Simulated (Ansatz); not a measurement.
BeS (rock salt, Fm-3m), a = b = c = 4.6293 Å, α = β = γ = 90.00°; the cell used has 2 atoms.

Relaxed with PBE.

Problem. Decompose the optical modes at the zone centre into irreducible representations, and say which are infrared and Raman allowed.

Solution. Point group m-3m: Γ_opt = T1u. Infrared: T1u. Raman: none.

Problem. Assign frequencies (DFPT, plane-wave PAW PBE (Ansatz code); without the LO–TO term).

Solution. T1u 234i cm⁻¹.

A made-up cell: these elements were put on the sites of a structure type; neither database checked (COD, Materials Project) lists it. COD files the formula under space group No. 216, so this cell is another polymorph or a model. Its standing as an ambient phase is unchecked. The PBE relaxation kept the symmetry of its start. At this level the phase is dynamically unstable (imaginary phonons).

Potentials: the later of the program's two PAW sets.
